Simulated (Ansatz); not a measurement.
**GeMo, first-principles data**

GeMo:
```cif
data_GeMo
_chemical_formula_sum 'Mo1 Ge1'
_space_group_name_H-M_alt 'Pm-3m'
_space_group_IT_number 221
_space_group_name_Hall '-P 4 2 3'
_cell_length_a 3.08995
_cell_length_b 3.08995
_cell_length_c 3.08995
_cell_angle_alpha 90.000
_cell_angle_beta 90.000
_cell_angle_gamma 90.000
loop_
_atom_site_label
_atom_site_type_symbol
_atom_site_symmetry_multiplicity
_atom_site_Wyckoff_symbol
_atom_site_fract_x
_atom_site_fract_y
_atom_site_fract_z
_atom_site_occupancy
Mo1 Mo 1 a 0.00000 0.00000 0.00000 1
Ge1 Ge 1 b 0.50000 0.50000 0.50000 1
```

Space group Pm-3m (No. 221), CsCl type; conventional cell a = 3.0900 Å, b = 3.0900 Å, c = 3.0900 Å, α = 90.00°, β = 90.00°, γ = 90.00°.

Method: plane-wave PAW PBEsol (Ansatz code). Structure relaxed to zero pressure with the same functional. Other levels are named where they apply.

**Cell and energy**

```json
{
  "volume_per_atom": "14.75 Å³",
  "density": "9.49 g/cm³",
  "Formation energy from the elements (no fitted shifts)": "0.054 eV/atom"
}
```

**Electronic structure**

```json
{
  "electronic_character": "metallic (no gap)",
  "Density of states at the Fermi level": "1.3 states/eV per atom (mean over ±0.08 eV)",
  "Gap with spin–orbit coupling": "none (metallic)"
}
```

**Mechanics**

```json
{
  "Bulk modulus (Birch–Murnaghan fit)": "2050 kbar",
  "Pressure derivative B′": "4.8",
  "Elastic constants (relaxed ions, GPa)": "C11 = 279, C12 = 173, C44 = 82.6",
  "mechanical_stability": "stable (all eigenvalues of C positive)",
  "hill_bulk_and_shear_moduli": "208 and 69.3 GPa",
  "Young's modulus": "187 GPa",
  "Poisson's ratio": "0.35",
  "debye_temperature_from_the_elastic_constants": "369 K"
}
```

**Phonons**

```json
{
 "highest_zone_centre_frequency": "204 cm⁻¹",
 "zone_centre_stability": "no imaginary mode at Γ"
}
```

A made-up cell: these elements were put on the sites of a structure type; neither database checked (COD, Materials Project) lists it. Whether it is the stable phase at ambient conditions was not checked. The PBEsol relaxation kept the symmetry of its start. The run is not spin-polarised. As this level gives no gap, shear constants depend on the k-mesh and smearing (Fermi–Dirac, 0.1 eV here). As this level gives no gap, phonon frequencies hold no LO–TO term and depend on the k-mesh and smearing (Fermi–Dirac, 0.1 eV here). The references are the lowest solids computed at this level, not always the standard phases. Scalar-relativistic: spin–orbit coupling is off unless named, which matters more the heavier the elements.

Potentials: the earlier of the program's two PAW sets. The files were generated under PBE; for other functionals the program regenerates the frozen cores, and for LDA and PBEsol the local potential too.
